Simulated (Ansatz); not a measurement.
Level of theory: DFT PBE, scalar-relativistic, plane waves, PAW (Ansatz 0.2.0). All cells share a 420 eV cutoff and Γ-centred k meshes spaced at most about 0.3 Å⁻¹ (about 0.25 or finer for metals, 2π included). No spin polarisation in the final relaxations.

All energies are static (0 K, no zero-point motion).

Compare these two cells of CoH4, each relaxed at this level.

1. Space group P-3m1 (No. 164), trigonal, a = 2.377 Å, c = 8.447 Å. Around Co lie 6 H at 1.68 Å; H on its first site has 3 Co at 1.68 Å; H on its second site is surrounded by 3 H at 1.37 Å (long contacts).

2. Space group P-1 (No. 2), triclinic, a = 2.551 Å, b = 2.551 Å, c = 10.730 Å, α = 91.7°, β = 91.8°, γ = 90.0°. Co is surrounded by 8 H at 1.63 Å; around H on its first site lie 2 Co at 1.63 Å, 4 H at 1.80 Å and 1 H at 2.01 Å; H on its second site has 2 Co at 1.63 Å, 4 H at 1.80 Å and 1 H at 2.01 Å; around H on its third site lie 2 Co at 1.63 Å, 4 H at 1.80 Å and 1 H at 2.01 Å; H on its fourth site has 2 Co at 1.63 Å, 4 H at 1.80 Å and 1 H at 2.01 Å.

**Question.** Which is lower in energy, and by how much?

**Answer.** Cell 2 is lower, by 213 meV/atom. Cell 1 has space group P-3m1 (No. 164), 8.3 Å³/atom and no gap on its mesh; cell 2 has space group P-1 (No. 2), 7.0 Å³/atom and no gap. Counting H atoms around Co (those within 1.25 times the shortest such distance or 1.15 times the sum of covalent radii), cell 1 has Co 6 and cell 2 has Co 8. Even the lower one lies +0.16 eV/atom against the reference forms of the elements (uncorrected), so neither is stable at this level. Both come from invented guesses.

Weakly bound directions are ill-defined at this level, which has no dispersion term (P-3m1, P-1), and this can change margins and order among such cells. With hydrogen, zero-point motion can shift such differences by 10 meV/atom or more. Trial moments died out on the coarse mesh in P-3m1 and P-1; another magnetic start might hold. Cells relaxed within their symmetry can be saddle points.
